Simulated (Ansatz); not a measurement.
An Ansatz (an electronic-structure program) run. Input:

Ansatz 0.2 input:
```yaml
crystal:
  lattice:
    - [6.4659551329, 0.0, 0.0]
    - [0.0, 3.4746392245, 0.0]
    - [0.0, 0.0, 6.2365753325]
  atoms:
    - { symbol: Ti, position: [0.0054010628, 0.25, 0.8080968957] }
    - { symbol: Ti, position: [0.4945989372, 0.75, 0.3080968957] }
    - { symbol: Ti, position: [0.5054010628, 0.25, 0.6919031043] }
    - { symbol: Ti, position: [0.9945989372, 0.75, 0.1919031043] }
    - { symbol: Se, position: [0.2163087244, 0.25, 0.4181219463] }
    - { symbol: Se, position: [0.2836912756, 0.75, 0.9181219463] }
    - { symbol: Se, position: [0.7163087244, 0.25, 0.0818780537] }
    - { symbol: Se, position: [0.7836912756, 0.75, 0.5818780537] }
kpoints:
  mp_grid: { grid: [7, 12, 7] }
hamiltonian:
  xc: r2scan
  pseudopotentials: { kind: paw }
scf:
  occupations: { method: gaussian, width: 0.05 }
checkpoint: { read: metal.run }
output: { bader: true, populations: true }
```

Output (shortened):

```
Pseudopotential: Ti, paw, valence charge 12
Pseudopotential: Se, paw, valence charge 16
Functional definition: r2SCAN
Crystal: 8 atoms, lattice volume = 140.116 Å³
Basis set: ecut = 500 eV, 3561 PW (Γ), exchange–correlation on 192×108×192 points (64 copies of the dense FFT grid, shifted against one another)
Bands: 68, of which v1, the nominal top of the filled ones, is band 56 counted from 1 (55 counted from 0)
Symmetry: 8 space group operations
Space group: Pnma (ITA 62), of the structure as read, at distance tolerance 5.2e-5 Å
k-points: 112 of 588
Stability of the state it starts from, as read at its close in the unpolarized treatment …
iter 1 solved again at ethr=5.51e-9 eV; its pass at ethr=3.10e-3 eV (dr2=6.17e-6 eV) is discarded
SCF iter   1: F=—  HF=-31940.167234 eV  |F-HF|=—  |Δ(HF+E_count)|=         —  Δρ=2.30e-7  dr2=5.21e-11  dr2_τ=2.30e-12  ethr=5.51e-9  ⟨swp⟩=3.3  Hψ=49361  notcnv=0
preconditioner: auto → Kerker (q_TF=auto, 2.628 Å⁻¹)
SCF iter   2: F=-31940.167234 eV  HF=-31940.167234 eV  |F-HF|=7.28e-12  |Δ(HF+E_count)|=  6.11e-10  Δρ=1.46e-7  dr2=3.16e-11  dr2_τ=6.48e-13  ethr=1.00e-12  ⟨swp⟩=5.4  Hψ=24008  notcnv=0
SCF 1 converged in 2 iterations: F = -31940.167234 eV  dr2 = 3.16e-11
SCF converged after 2 iterations
Free energy (F): -31940.167234 eV
Harris-Foulkes:  -31940.167234 eV  (|F-HF|=7.28e-12)
Internal energy: -31940.164032 eV  (E = F + TS)
E sigma→0 (E₀):  -31940.165633 eV
Entropy (-TS):   -0.003202 eV (-0.400 meV/atom)
Fermi energy:    14.057239 eV
--- Per-component energies (eV) ---
  E_band       = -1962.081455
  E_kinetic    = 1579.723508
  E_local      = -11545.216501  (includes V_loc(G=0)·N_el)
  E_nonlocal   = -2346.916829
  E_hartree    = 5577.143880
  E_xc         = -772.642185
  E_vxc        = -964.131743  (∫ρ·V_xc dr)
  E_paw        = -11929.906660  (= ΣΔE_a)
  E_vpaw       = 103.289222  (= ΣTr[D̂ρ^β])
  E_aug_tail   = -0.000480  (compensation charges beyond the density's cutoff)
  E_vtau       = 56.883268  (kinetic-family band-sum trace: ∫τ·v_τ [+ j·A + Jᵃ·Aᵃ] dr)
  E_ewald      = -12494.275855
  E_core_change = -8.072910  (= ΣΔE_core)
  E_smearing   = -0.003202  (= −TS)
  E_closure    =  0.000000  (closes the sum)
  Σ components = -31940.167234   (vs F -31940.167234, Δ=0.00e0)
  [band-id]    e_kinetic+e_local+e_nonlocal+2·e_hartree+e_vxc+e_vpaw+e_augmentation_tail+e_vtau = -1962.081795   (vs E_band -1962.081455, Δ=-3.40e-4)
--- Band table (eV; the first three rows and the last of 112) ---
  k-point 0: bands = ["-45.6631", "-45.6537", "-45.6264", "-45.6175", "-35.4395", "-35.4391", "-35.4390", "-35.4389", "-35.4387", "-35.4385", "-35.4380", "-35.4379", "-35.4327", "-35.4318", "-35.4318", "-35.4313", "-35.4229", "-35.4229", "-35.4227", …
  k-point 1: bands = ["-45.6627", "-45.6542", "-45.6258", "-45.6179", "-35.4394", "-35.4391", "-35.4390", "-35.4389", "-35.4386", "-35.4385", "-35.4380", "-35.4379", "-35.4327", "-35.4319", "-35.4318", "-35.4314", "-35.4229", "-35.4228", "-35.4227", …
  k-point 2: bands = ["-45.6615", "-45.6557", "-45.6245", "-45.6190", "-35.4394", "-35.4391", "-35.4390", "-35.4390", "-35.4386", "-35.4385", "-35.4380", "-35.4379", "-35.4325", "-35.4320", "-35.4317", "-35.4314", "-35.4227", "-35.4226", "-35.4226", …
  k-point 111: bands = ["-45.6364", "-45.6364", "-45.6344", "-45.6344", "-35.4394", "-35.4394", "-35.4392", "-35.4392", "-35.4383", "-35.4383", "-35.4381", "-35.4381", "-35.4315", "-35.4315", "-35.4315", "-35.4315", "-35.4228", "-35.4228", "-35.4227", …
--- Löwdin populations: 8 sites ---
  site symbol       q [e]
     0     Ti     11.4904
     1     Ti     11.4904
     2     Ti     11.4904
     3     Ti     11.4904
     4     Se     16.3666
     5     Se     16.3666
     6     Se     16.3666
     7     Se     16.3666
  spilling = 0.005107 (of n_electrons = 112.000000)
--- Bader charges: 8 sites ---
  site symbol  charge [e]  shift [e]
     0     Ti      1.2923     0.0001
     1     Ti      1.2923     0.0001
     2     Ti      1.2923     0.0001
     3     Ti      1.2923     0.0001
     4     Se     -1.2923     0.0001
     5     Se     -1.2923     0.0001
     6     Se     -1.2923     0.0001
     7     Se     -1.2924     0.0001
  shift: an alarm, by how much a part of what the PAW files miss would move the charge. Where it is large, compare
  with a run on PAW files of another source; a small one proves nothing
  estimated error of the sums over rays = 5.6e-4 e
```

Cost: roughly 2.5 core-minutes on shared cores.

The workflow started from an entry of the Crystallography Open Database (COD), which files this formula under 2 space groups. Its standing as an ambient phase is unchecked. The r²SCAN relaxation kept the symmetry of its start; its stability against distortions is not shown here. No spin polarisation was allowed. Spin–orbit coupling is left out wherever it is not named.

Potentials: the later of the program's two PAW sets.

Ansatz is a plane-wave DFT program.
